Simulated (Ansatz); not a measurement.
Input and command of a plane-wave DFT calculation in Ansatz:

```yaml
crystal:
  lattice:
    - [0.0, 3.6646471614, 3.6646471614]
    - [3.6646471614, 0.0, 3.6646471614]
    - [3.6646471614, 3.6646471614, 0.0]
  atoms:
    - { symbol: Na, position: [0.75, 0.75, 0.75] }
    - { symbol: Re, position: [0.8714731163, 0.3761756279, 0.3761756279] }
    - { symbol: Re, position: [0.3761756279, 0.3761756279, 0.3761756279] }
    - { symbol: Re, position: [0.3761756279, 0.8714731163, 0.3761756279] }
    - { symbol: Re, position: [0.3761756279, 0.3761756279, 0.8714731163] }
    - { symbol: Ir, position: [0.0, 0.0, 0.0] }
basis:
  ecutwfc: 420
kpoints:
  mp_grid: { grid: [10, 10, 10] }
hamiltonian:
  xc: pbe
scf:
  occupations: { method: gaussian, width: 0.1 }
output:
  forces: true
  stress: true
  eigenvalues: true
  write_density: true
  write_potential: true
  elf: true
  volumetric_format: npy
relax:
  adjacent_minimum: "off"
  f_tol: 0.01
  max_steps: 80
  cell: { stress_tol: 0.05 }
```

```bash
ansatz run input.yaml --threads 1 --pin off --max-ram 2560MiB --backend cpu --events-out ev --progress --plain --runs-dir out
```

Processor: Arm Neoverse V2, 1 thread, on a host shared with other jobs.

Q: Estimate time, memory and problem size.

A: About 99 s on 1 thread of Arm Neoverse V2, on a shared host, peak memory 0.47 GiB. It solves 52 bands at 47 k points (the mesh reduced by symmetry) with about 1917 plane waves (on the last cell), in 30 SCF iterations over 4 ionic steps.
